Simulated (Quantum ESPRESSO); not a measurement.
## Cu4AgRuNb2 (one composition in several site orders)

Simulated, not a measurement. The program is pw.x of Quantum ESPRESSO 7.5 (plane-wave density functional theory). The cell is made up: eight metal atoms on a hexagonal close-packed lattice, with elements, volume, strain and displacements drawn at random and not relaxed, so it may be unstable or far from any real phase. PseudoDojo standard norm-conserving files set the functional (PBE unless stated); there is no spin polarisation or spin-orbit coupling, the Fermi-Dirac width of 0.25 eV means electrons at about 2900 K, and the masses in the input are unused placeholders. The copper pseudopotential is less sure than most, with forces differing by about three percent and pressure by about two GPa from a second method on plain copper. A spin test at this wide smearing found no moment, but such smearing suppresses magnetism that the real alloy may have.

The runs put one composition on the sites in different orders. Cell, positions, cutoff, mesh and smearing stay as in the input of run 1; sites are counted in its order. Stress in the tables is positive in tension.

Input of run 1:

```
&control calculation='scf', pseudo_dir='./dojo.nc.sr.pbe.v0_5.standard.upf', outdir='./o', disk_io='minimal', tprnfor=.true., tstress=.true. /
&system ibrav=0, nat=8, ntyp=4, nbnd=81, ecutwfc=92.02030273, nosym=.true., tot_charge=0,
 occupations='smearing', smearing='fd', degauss=0.0183746611
/
&electrons conv_thr=1.470e-08, electron_maxstep=70, mixing_beta=0.5 /
ATOMIC_SPECIES
Ag 1.0 Ag.upf
Cu 1.0 Cu.upf
Nb 1.0 Nb.upf
Ru 1.0 Ru.upf
CELL_PARAMETERS angstrom
0.019 -0.0051 4.6004
5.3968 0.0087 0.0226
-2.6909 4.6429 -0.0166
ATOMIC_POSITIONS angstrom
Cu -0.059 -0.0097 0.0311
Cu -1.2996 2.2948 -0.0306
Ag 2.6275 -0.041 0.0322
Ru 1.3889 2.3171 0.0428
Cu 0.0799 1.5243 2.2588
Nb -1.3578 3.8961 2.2882
Nb 2.722 1.5721 2.3253
Cu 1.4263 3.8628 2.2817
K_POINTS automatic
5 5 5 1 1 1
```

| run | elements on sites 1 to 8 | free energy less that of run 1 (eV) | -TS (eV) | pressure (GPa) | stress xx (GPa) | stress yy (GPa) | stress zz (GPa) | stress yz (GPa) | stress xz (GPa) | stress xy (GPa) | iterations |
| --- | --- | --- | --- | --- | --- | --- | --- | --- | --- | --- | --- |
| 1 | Cu Cu Ag Ru Cu Nb Nb Cu | 0.000 | -1.196 | 3.56 | -5.45 | -8.40 | 3.18 | 0.11 | 0.37 | 1.08 | 16 |
| 2 | Ag Cu Cu Cu Ru Cu Nb Nb | -0.313 | -1.106 | 3.75 | -2.22 | -4.69 | -4.35 | -0.33 | 0.32 | 0.05 | 16 |
| 3 | Cu Ru Cu Cu Nb Cu Nb Ag | 0.043 | -1.161 | 4.45 | -4.66 | -14.64 | 5.95 | -0.05 | 0.43 | 0.00 | 16 |
| 4 | Cu Cu Nb Ag Nb Ru Cu Cu | -0.670 | -1.205 | 2.35 | -4.88 | -6.76 | 4.58 | 0.00 | 0.72 | 0.47 | 16 |
| 5 | Cu Ag Nb Ru Cu Cu Nb Cu | 0.260 | -1.270 | 5.29 | -10.20 | -8.62 | 2.94 | -0.03 | 0.05 | -5.36 | 15 |
| 6 | Ru Cu Cu Nb Nb Ag Cu Cu | 0.202 | -1.292 | 5.41 | -10.18 | -7.70 | 1.65 | 0.35 | 0.39 | 3.65 | 16 |

Forces Fx Fy Fz (eV/Å):

| site | run 1 | run 2 | run 3 | run 4 | run 5 | run 6 |
| --- | --- | --- | --- | --- | --- | --- |
| 1 | -0.13 0.22 -0.16 | 0.78 0.01 -0.73 | 0.52 -0.26 -0.35 | -0.03 0.02 -0.28 | 0.20 0.00 -0.12 | 0.03 0.47 -0.32 |
| 2 | 0.21 -0.16 0.09 | 0.01 0.19 0.03 | -0.35 -0.02 0.03 | -0.40 -0.30 0.01 | 0.29 0.06 0.09 | -0.61 0.15 0.02 |
| 3 | 1.09 -0.42 -0.28 | 0.00 -0.02 -0.10 | -0.09 0.15 -0.09 | -0.17 -0.09 -0.11 | 0.38 -0.02 -0.13 | 0.42 0.10 -0.10 |
| 4 | 0.25 -0.07 -0.26 | -0.38 -0.31 -0.36 | -0.04 0.03 -0.41 | 0.62 0.53 -0.58 | 0.06 -0.59 -0.31 | 0.56 0.41 -0.39 |
| 5 | -0.79 0.42 0.19 | -0.41 1.10 0.51 | -1.34 0.46 0.43 | -0.94 -0.22 0.67 | -0.18 -0.04 0.20 | -1.45 -0.14 0.23 |
| 6 | -0.23 -0.67 0.22 | 0.97 -0.43 0.08 | 0.58 -0.23 0.04 | 0.59 -0.19 0.04 | 0.15 -0.03 0.10 | 1.10 -1.00 0.16 |
| 7 | 0.15 0.39 0.00 | 0.47 -0.49 0.01 | 1.45 -0.46 0.09 | 0.58 0.03 0.03 | -0.58 0.36 -0.04 | 0.48 -0.11 0.06 |
| 8 | -0.54 0.29 0.18 | -1.44 -0.05 0.56 | -0.74 0.32 0.26 | -0.25 0.22 0.22 | -0.32 0.27 0.22 | -0.53 0.12 0.35 |

The sites are displaced and not relaxed, so the energy differences mix bonding between neighbours with strain and are not ordering energies. A rerun of one cell of this series at a higher cutoff and on a denser mesh moved values by no more than 0.005 eV in energy, 0.07 GPa in stress and 0.012 eV/Å in force, and a second program with other atomic files agreed on that cell to 2 % rms in force and 0.5 GPa in pressure.